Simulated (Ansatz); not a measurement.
## Profile along the Ga–H line in BaGaGeH (space group P3m1)

BaGaGeH (space group P3m1)

```xyz
4
Lattice="4.3064 0.0000 0.0000 -2.1532 3.7294 0.0000 0.0000 0.0000 5.0932" Properties=species:S:1:pos:R:3 pbc="T T T"
Ba     0.0000     2.4863     5.0917
Ga     0.0000     0.0000     2.7847
Ge     2.1532     1.2431     2.2740
H      0.0000     0.0000     4.5176
```

Fields along a shortest Ga–H line of a (1 -1 0 0) plane (1.73 Å), from Ga to H, interpolated on the slice's grid (step about 0.2 Å). The numbers are results of PBEsol (plane waves to 420 eV, PAW, scalar-relativistic; Ansatz, a quantum-chemistry and plane-wave program), not measurements. k mesh 9×9×7. These are valence fields of a PAW run, semicore shells included where kept as valence: close to a nucleus they are smooth pseudo fields. BaGaGeH was relaxed with its symmetry unable to fall.

```
distance from Ga (Å)  valence electron density (e/Å³)  electron localisation function
--------------------  -------------------------------  ------------------------------
0.00                                            52.32                               x
0.17                                            37.44                               x
0.35                                            14.25                           -0.03
0.52                                             3.67                            0.14
0.69                                             1.13                            0.19
0.86                                             0.63                            0.31
1.04                                             0.55                            0.53
1.21                                             0.65                            0.86
1.38                                             0.94                            1.00
1.56                                             1.47                               x
1.73                                             1.84                               x
```

x: too close to a nucleus for the ELF to mean much.

Density on the Ga–H line (1.73 Å) at its density minimum, 1.0 Å from Ga: 0.55 e/Å³. ELF at that point: 0.53. Character of the Ga–H contact (rough rule: ELF there above 0.7 covalent, below 0.2 ionic, polar between): polar, between covalent and ionic.
